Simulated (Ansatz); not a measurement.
**37Cl NMR of the central transition in Na₅TlW₂Cl₂O₈**

Cell: a measured structure from the Crystallography Open Database (COD), relaxed with PBE at fixed cell and then changed (atom 6 (Na) replaced by Tl, ions relaxed).

```cif
data_Na5TlW2Cl2O8
_symmetry_space_group_name_H-M 'C2/m'
_symmetry_Int_Tables_number 12
_cell_length_a 10.6322
_cell_length_b 10.6322
_cell_length_c 5.3600
_cell_angle_alpha 90.000
_cell_angle_beta 90.000
_cell_angle_gamma 90.000
loop_
_atom_site_label
_atom_site_type_symbol
_atom_site_symmetry_multiplicity
_atom_site_Wyckoff_symbol
_atom_site_fract_x
_atom_site_fract_y
_atom_site_fract_z
Na1 Na 4 i 0.2424 0.5000 0.3519
Na3 Na 4 e 0.2500 0.7500 0.0000
Na4 Na 2 b 0.0000 0.5000 0.0000
Tl Tl 2 a 0.0000 0.0000 0.0000
W W 4 h 0.0000 0.2577 0.5000
Cl Cl 4 i 0.2321 0.5000 0.8301
O11 O 8 j 0.3898 0.6635 0.3288
O12 O 8 j 0.0855 0.6501 0.2784
```

One atom of each set is listed; the run and its k-mesh use a cell of 18 atoms with edges of 7.52, 7.52, 5.36 Å.

Method: Kohn–Sham DFT in Ansatz, PBE, plane waves and PAW, scalar-relativistic, 420 eV cutoff, Γ-centred 3×3×4 k-points, Fermi–Dirac smearing 0.02 eV.

37Cl has I = 3/2 and Q = -63.93 mb (Pyykkö 2018); at 16.4 T its Larmor frequency is ν₀ = 57.0 MHz. Only the quadrupole interaction is simulated: positions count from each site's isotropic chemical shift, and shift anisotropy, dipolar and J coupling are left out.

Question: What does the 37Cl spectrum (static powder) show for each site?

Answer: 

```tsv
site	first shell	C_Q (MHz)	η	P_Q (MHz)	δ_QIS (ppm)	breadth (kHz)
Cl	5 Na at 2.57–2.82 Å, 1 Tl at 2.99 Å	3.21	0.06	3.22	-79.5	24.9
```

δ_QIS = −(ν_Q²/30ν₀²)[I(I+1) − 3/4](1 + η²/3) × 10⁶ ppm with ν_Q = 3|C_Q|/[2I(2I−1)]; it falls as 1/B₀² in ppm, and the breadth as 1/B₀ in kHz.

At this cell the principal stresses reach 5 GPa in size with PBE, which can matter for small gradients. Without spin–orbit coupling the gradients at and beside Tl can be off by some per cent, at some sites by more.

The relaxation (6 steps) took 77 s of wall time (2.4 min of CPU time) and 0.86 GiB at its peak, on 2 threads of Arm Neoverse V2 (aarch64; 32 cores open to the job, memory cap 5.0 GiB, no GPU), a shared host with a load of 0.7 a core.
